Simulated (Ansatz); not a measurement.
Tc:
```
Tc
1.0
    2.70966     0.00000     0.00000
   -1.35483     2.34664     0.00000
    0.00000     0.00000     4.33180
Tc
2
Direct
  0.33333   0.66667   0.75000
  0.66667   0.33333   0.25000
```

Relaxed with LDA. Special points in fractions of this cell's reciprocal vectors: Γ (0.000, 0.000, 0.000); M (0.500, 0.000, 0.000); K (0.333, 0.333, 0.000); A (0.000, 0.000, 0.500); L (0.500, 0.000, 0.500); H (0.333, 0.333, 0.500).

List the band energies nearest the Fermi level at these points for DFT-LDA in the program Ansatz with PAW potentials.

In eV from the Fermi level; about four levels below and three above (degenerate sets whole), none deeper than 8.9 eV; … stands for higher levels left out; points with the same levels are listed once.

```csv
k,below,above
Γ,-0.86 -0.86 -0.14 -0.14,1.88 …
M,-2.03 -1.14 -0.89 -0.47,3.13 3.59 3.60
K,-2.99 -1.95 -1.95 0.00,2.49 2.49 2.94
A,-1.78 -1.78 -1.78 -1.78,…
L,-5.54 -5.54 -3.87 -3.87,0.15 0.15 1.56 1.56
H,-1.80 -1.80 -0.09 -0.09,2.78 2.78 …
```

Space group P6_3/mmc (hcp (Mg type)). The cell was relaxed with LDA under the symmetry of its start. The run is not spin-polarised. Scalar-relativistic: spin–orbit coupling is off unless named, which matters more the heavier the elements.

Potentials: the earlier of the program's two PAW sets (Tc and Pm come from another file). The files were generated under PBE; for other functionals the program regenerates the frozen cores, and for LDA and PBEsol the local potential too.
